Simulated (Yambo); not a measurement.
G0W0@LDA for NaAuO$_{2}$ (space group C2/m, No. 12) in Yambo. Reference settings: 4×4×2 Γ-centred k mesh, bands 6 to 107 and a 8 Ry block in the screening, 107 bands in G with the Bruneval-Gonze terminator, plasmon pole fitted at 27.2 eV. The LDA gap (0.25, -0.25, 0) → (0, 0.25, -0.5) on this mesh is 1.48 eV; G0W0 gaps are taken between the same points.

```tsv
change from the reference	G0W0 gap (0.25, -0.25, 0) → (0, 0.25, -0.5) (eV)	shift of the valence edge (eV)
reference settings	3.39	-0.70
46 bands in W, 46 bands in G, 3 Ry block	3.55	-0.62
33 bands in W, 33 bands in G, 2 Ry block	3.81	-0.80
33 bands in W, 33 bands in G, no terminator	3.51	-0.08
3 Ry block, no terminator	[?]	-0.65
6 Ry block	3.36	-0.68
exchange cut at 10 Ry	3.75	1.15
85 bands in W, 85 bands in G, 3 Ry block	[?]	-0.70
```

**Question.** Estimate the withheld gaps from the other rows; the computed values follow.

**Answer.** 
- 3 Ry block, no terminator, G0W0 gap (0.25, -0.25, 0) → (0, 0.25, -0.5) (eV): 3.52
- 85 bands in W, 85 bands in G, 3 Ry block, G0W0 gap (0.25, -0.25, 0) → (0, 0.25, -0.5) (eV): 3.50

The reference isn't shown to be the converged limit. The mesh misses a band edge: along a dense path the LDA gap is 1.29 eV against 1.48 eV on the mesh.

Spin-orbit coupling is not included.

Geometry relaxed with LDA; primitive cell a = 3.532 Å, b = 3.532 Å, c = 6.013 Å, α = 115.65°, β = 115.65°, γ = 50.01°.

The structure is a Materials Project entry; no match was found in the copy of COD used, and its stability was not checked.

A shift is the quasiparticle energy of the state minus its LDA energy.
